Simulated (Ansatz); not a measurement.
Question: Each is relaxed and computed with the program Ansatz at the r²SCAN level (PAW). Which is the only metal?
A) Sc2Si2O7, C2/m (Pearson symbol mS22)
B) SiO2, R-3m (Si on 3a, O on 6c)
C) SiNi, Pnma (Ni on 4c, Si on 4c)
D) SiC, P6_422 (Si on 3c, C on 3d)

Answer: C, SiNi, Pnma (Ni on 4c, Si on 4c). SiNi: metal; SiC: gap 1.18 eV (indirect); SiO2: gap 7.33 eV (indirect); Sc2Si2O7: gap 4.95 eV (indirect). Built on a structure type that need not be the filed one of that space group: SiO2, R-3m (Si on 3a, O on 6c). Typed or built starts, not in the databases checked: SiC, P6_422 (Si on 3c, C on 3d). Not the usual ambient phase: SiC, P6_422 (Si on 3c, C on 3d); SiO2, R-3m (Si on 3a, O on 6c). Standing as an ambient phase not checked: Sc2Si2O7, C2/m (Pearson symbol mS22). Began spin-polarised and lost the moments: SiNi, Pnma (Ni on 4c, Si on 4c). Weakly bound layers, chains or molecules computed without a dispersion correction, so cells and soft constants are ill determined: SiO2, R-3m (Si on 3a, O on 6c). All cells were relaxed under the symmetry of their starts (and spin orders); stability against distortions was not tested throughout. Rows with no word on spin ran without spin polarisation.

Potentials: the later of the program's two PAW sets.
